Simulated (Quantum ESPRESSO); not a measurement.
GaAlN2 is modelled in the trigonal space group P3m1 (No. 156), Pearson symbol hP4. Cell: a = b = 3.1781 Å, c = 5.1492 Å, α = β = 90.00°, γ = 120.00°. N1 on 1a sees 3 Al at 1.925 Å and 1 Ga at 1.981 Å (tetrahedral). N2 on 1b sees 1 Al at 1.917 Å and 3 Ga at 1.953 Å (tetrahedral). Al on 1b is surrounded by 4 N at 1.917–1.925 Å (tetrahedral). Ga on 1a is coordinated by 4 N at 1.953–1.981 Å (tetrahedral). (Neighbours: up to the widest gap in distance over summed covalent radii, below 1.35, at either atom; cation-cation contacts left out.)

The PBEsol cell relaxed from Materials Project entry mp-1228894 was given an isotropic strain of +1 % on all lattice vectors, and the atoms were relaxed again.

What does PBEsol (pw.x of Quantum ESPRESSO, ONCV potentials, no spin-orbit coupling) give for the electronic structure near the Fermi level?

The PBEsol gap is direct, 2.63 eV at Γ. Spin-orbit splittings are left out.

The structure is a Materials Project entry; no match was found in the copy of COD used, and its stability was not checked.
